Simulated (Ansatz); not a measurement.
# Axial (c/a) deformation path in Cu

These are results of DFT r2SCAN, scalar-relativistic, plane waves, PAW in Ansatz 0.2.0, not measurements. Settings: plane waves to 500 eV, k-mesh 24×24×14 (Γ-centred), Gaussian smearing 0.15 eV. No spin polarisation. Energies are free energies at this smearing, counted from the undisturbed cell; pressure is positive in compression.

The undisturbed cell (as given, not relaxed at this level; it stands at 0.2 GPa; this form isn't the usual structure):

```
Cu
1.0
     2.53410    0.00000    0.00000
    -1.26705    2.19459    0.00000
     0.00000    0.00000    4.11257
Cu
2
Cartesian
  0.0000 1.4631 1.0281
  1.2670 0.7315 3.0844
```

At fixed volume and fractional coordinates, lengths along (0.000, 0.000, 1.000) are scaled against those across it; ρ is that ratio over its starting value. The cell is metallic on the mesh throughout.

```csv
ρ,ΔE (meV/atom)
0.800,194.5
0.850,114.9
0.920,37.4
0.960,11.1
1.000,0.0
1.050,6.8
1.100,33.9
1.200,138.5
1.300,304.8
```

**Question.** Predict the pressure (GPa) at each point.

**Answer.**
```
    ρ  pressure (GPa)
0.800             8.1
0.850             4.9
0.920             1.7
0.960             0.6
1.000             0.2
1.050             0.5
1.100             1.8
1.200             6.7
1.300            14.6
```